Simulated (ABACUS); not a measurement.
Set-up for a self-consistent single point of SiC (P6_3mc, 12 atoms in the cell; from Materials Project mp-7631).

```
SiC
1.0
    3.07662     0.00000     0.00000
   -1.53831     2.66443     0.00000
    0.00000     0.00000    15.09808
Si C
6 6
Direct
  0.33333   0.66667   0.83299
  0.66667   0.33333   0.33299
  0.66667   0.33333   0.66650
  0.33333   0.66667   0.16650
  0.00000   0.00000   0.49973
  0.00000   0.00000   0.99973
  0.00000   0.00000   0.87437
  0.00000   0.00000   0.37437
  0.33333   0.66667   0.70800
  0.66667   0.33333   0.20800
  0.66667   0.33333   0.54152
  0.33333   0.66667   0.04152
```

All values come from this method and carry its errors: PBE, PseudoDojo 0.5 standard norm-conserving PBE (tails mended) pseudopotentials (plane waves; ABACUS).

ABACUS settings:

| key | value |
|---|---|
| KPT | Gamma 8 8 2 0 0 0 |
| basis_type | pw |
| ecutwfc | 82 Ry |
| smearing_method | gaussian |
| smearing_sigma | 0.000734986 Ry |
| potentials | PseudoDojo 0.5 standard norm-conserving PBE (tails mended) |
| symmetry | 1 |
| symmetry_prec | 1e-05 |
| ks_solver | dav |
| scf_nmax | 100 |
| scf_thr | 1.0e-09 Ry |
| mixing_type | broyden |
| mixing_beta | 0.4 |

Results:

Number of valence electrons: 48
Number of bands: 34
Number of k-points after the program's reduction: 20
Number of plane waves (most at a k-point): 10558
Number of SCF iterations: 12
FFT grid: 36 × 36 × 180
Free energy E − TS: -1676.7557 eV
Pressure: 3.88 GPa
Largest force (vector length): 0.008 eV/Å

Forces (eV/Å):
```tsv
atom	Fx	Fy	Fz
Si1	0.000	0.000	0.000
Si2	0.000	0.000	0.000
Si3	0.000	0.000	0.002
Si4	0.000	0.000	0.002
Si5	0.000	0.000	-0.008
Si6	0.000	0.000	-0.008
C7	0.000	0.000	0.007
C8	0.000	0.000	0.007
C9	0.000	0.000	-0.001
C10	0.000	0.000	-0.001
C11	0.000	0.000	-0.001
C12	0.000	0.000	-0.001
```

Stress (GPa, positive for compression):
```
3.92  0.00  0.00
0.00  3.92  0.00
0.00  0.00  3.80
```

The structure comes from a collection of computed structures, made at another level of theory; the collection holds predicted forms beside known ones.

Cost on one core: around 7 core-minutes (rough).

“Tails mended”: in these copies of the files the far tail of each local potential was reset to the Coulomb form.
